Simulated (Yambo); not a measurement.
## Convergence of the G0W0 gap of NaAuO2

G0W0@LDA for NaAuO₂ (space group C2/m, No. 12) in Yambo. Reference settings: 4×4×2 Γ-centred k mesh, bands 6 to 107 and a 8 Ry block in the screening, 107 bands in G with the Bruneval-Gonze terminator, plasmon pole fitted at 27.2 eV. The LDA gap (0.25, -0.25, 0) → (0, 0.25, -0.5) on this mesh is 1.48 eV; G0W0 gaps are taken between the same points.

| change from the reference | G0W0 gap (0.25, -0.25, 0) → (0, 0.25, -0.5) (eV) | shift of the valence edge (eV) | rough Yambo cost |
|---|---|---|---|
| reference settings | 3.39 | -0.70 | 1 |
| 46 bands in W, 46 bands in G | 3.46 | -0.54 | about 1/3 |
| 85 bands in W, 85 bands in G | 3.39 | -0.67 | within a factor of two |
| wavefunctions cut at 30 Ry | 3.40 | -0.66 | about 1/5 |
| wavefunctions cut at 50 Ry | 3.38 | -0.69 | about 1/4 |
| exchange cut at 40 Ry | 3.38 | -0.64 | – |
| exchange cut at 5 Ry | 3.96 | 3.24 | – |
| 33 bands in W, 33 bands in G, 3 Ry block | 3.60 | -0.58 | about 1/5 |
| 46 bands in W, 46 bands in G, 5 Ry block | 3.44 | -0.55 | about 1/3 |
| 85 bands in W, 85 bands in G, 3 Ry block | 3.50 | -0.70 | within a factor of two |
| 85 bands in W, 85 bands in G, 6 Ry block | 3.37 | -0.66 | within a factor of two |
| 3 Ry block | 3.50 | -0.71 | within a factor of two |
| 46 bands in W, 46 bands in G, no terminator | 3.51 | -0.17 | about 1/3 |
| 63 bands in W, 63 bands in G, no terminator | 3.43 | -0.27 | about 1/2 |
| 63 bands in W, 63 bands in G, 3 Ry block, no terminator | 3.54 | -0.50 | about 1/2 |

The reference isn't shown to be the converged limit. Costs are rough (shared machines), scaled to the same edge states, and given only for runs that recompute the screening. The mesh misses a band edge: along a dense path the LDA gap is 1.29 eV against 1.48 eV on the mesh.

Without spin-orbit coupling, band edges of such heavy elements can be off by tenths of an eV.

Geometry relaxed with LDA; primitive cell a = 3.5322 Å, b = 3.5322 Å, c = 6.0129 Å, α = 115.65°, β = 115.65°, γ = 50.01°.

The structure is a Materials Project entry; no match was found in the copy of COD used, and its stability was not checked.

A shift is the quasiparticle energy of the state minus its LDA energy.
